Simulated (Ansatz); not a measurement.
AgCl in space group Cmcm (No. 63; Ag on 4c, Cl on 4c), the program Ansatz at the r²SCAN level (PAW), all energies at zero smearing, with the estimated change up to a 700 eV cutoff added, with one set of potentials and settings (totals compare only within such a set). Cell of 4 atoms (2 Ag, 2 Cl): -17377.378 eV.

| element | reference phase | E (eV/atom) |
|---|---|---|
| Ag | R-3m, 3 atoms in the cell | -7603.9440 |
| Cl | Cmce, 4 atoms in the cell | -1083.6259 |

Formation energy per atom, worked out: (-17377.378 − 2×(-7603.9440) − 2×(-1083.6259))/4 = -0.560 eV/atom (-54 kJ per mol of atoms), at 0 K, without zero-point energy or fitted corrections.

The workflow started from a Materials Project entry (that database holds measured and hypothetical structures alike); the Crystallography Open Database copy checked does not list it. It is not the phase usual at ambient conditions (space group No. 225). Symmetry was held in the r²SCAN relaxation; its stability against distortions is not shown here. The run is not spin-polarised. The references are the lowest solids computed at this level, not always the standard phases (solids in place of the gases).

Potentials: the later of the program's two PAW sets.
